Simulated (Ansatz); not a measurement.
Values for one crystal, relaxed and computed with DFT-r²SCAN+D4 in the program Ansatz with PAW potentials; other levels are named.

| Property | Value |
|---|---|
| Volume per atom | 17.37 Å³ |
| Band gap | 2.37 eV (direct) |
| Electron effective mass | 0.50, 0.57, 0.57 mₑ (principal values) |
| Valence-band maximum | at W |
| Hole effective mass | 2.3, 2.3, 2.8 mₑ (principal values) |
| Gap with spin–orbit coupling | 2.15 eV |
| Conduction-band minimum | at W (6 equivalent valleys) |

Q: Which compound is it?
(A) Tl3GaF6, Fm-3m (Tl on 8c, Tl on 4b, Ga on 4a, F on 24e)
(B) MnTl2SnTe4, I-42m (Mn on 2b, Tl on 4c, Sn on 2a, Te on 8i)
(C) TaTlP2O8, P-3m1 (Pearson symbol hP12)
(D) Tl2InGaF6, Fm-3m (Tl on 8c, In on 4a, Ga on 4b, F on 24e)

A: D, Tl2InGaF6, Fm-3m (Tl on 8c, In on 4a, Ga on 4b, F on 24e)

The workflow started from a Materials Project entry (that database holds measured and hypothetical structures alike); the Crystallography Open Database copy checked does not list it. Its standing as an ambient phase is unchecked. The r²SCAN+D4 relaxation kept the symmetry of its start; its stability against distortions is not shown here. Spin–orbit coupling is left out wherever it is not named.

Potentials: the later of the program's two PAW sets.
